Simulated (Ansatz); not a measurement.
LaWN$_{3}$:
```yaml
crystal:
  lattice:
    - [5.79482, 0.00000, 0.00000]
    - [0.00000, 3.85736, 0.00000]
    - [-2.58150, 0.00000, 7.46564]
  atoms:
    - { symbol: La, position: [0.24706, 0.25000, 0.18508] }
    - { symbol: La, position: [0.75294, 0.75000, 0.81492] }
    - { symbol: W, position: [0.14019, 0.25000, 0.66814] }
    - { symbol: W, position: [0.85981, 0.75000, 0.33186] }
    - { symbol: N, position: [0.03508, 0.25000, 0.86597] }
    - { symbol: N, position: [0.96492, 0.75000, 0.13403] }
    - { symbol: N, position: [0.97503, 0.25000, 0.38982] }
    - { symbol: N, position: [0.02497, 0.75000, 0.61018] }
    - { symbol: N, position: [0.46739, 0.25000, 0.74133] }
    - { symbol: N, position: [0.53261, 0.75000, 0.25867] }
```

Relaxed with PBEsol. Special points in fractions of this cell's reciprocal vectors: Γ (0.000, 0.000, 0.000); Z (0.000, 0.500, 0.000); D (0.000, 0.500, 0.500); B (0.000, 0.000, 0.500); A (-0.500, 0.000, 0.500); E (-0.500, 0.500, 0.500); C2 (-0.500, 0.500, 0.000); Y2 (-0.500, 0.000, 0.000).

Task: List the band energies nearest the valence-band maximum at these points for the program Ansatz at the PBEsol with spin–orbit coupling level (PAW).

Result: In eV from the valence-band maximum; about four levels below and three above (degenerate sets whole), none deeper than 8.9 eV; points with the same levels are listed once.

```tsv
k	below	above
Γ	-0.83 -0.83 0.00 0.00	1.71 1.71 2.47 2.47
Z	-0.38 -0.38 -0.38 -0.38	2.40 2.40 2.40 2.40
D	-0.42 -0.42 -0.42 -0.42	2.52 2.52 2.52 2.52
B	-0.55 -0.55 -0.28 -0.28	1.95 1.95 2.44 2.44
A	-0.60 -0.60 -0.51 -0.51	2.09 2.09 2.74 2.74
E	-0.36 -0.36 -0.36 -0.36	2.47 2.47 2.47 2.47
C2	-0.60 -0.60 -0.60 -0.60	2.67 2.67 2.67 2.67
Y2	-0.65 -0.65 -0.62 -0.62	2.20 2.20 2.61 2.61
```

Space group P2_1/m. The first step of the workflow began from a Materials Project structure, measured or hypothetical; the Crystallography Open Database copy checked does not list it. Its standing as an ambient phase is unchecked. Symmetry was held in the PBEsol relaxation; its stability against distortions is not shown here. The run is not spin-polarised.

Potentials: the later of the program's two PAW sets.
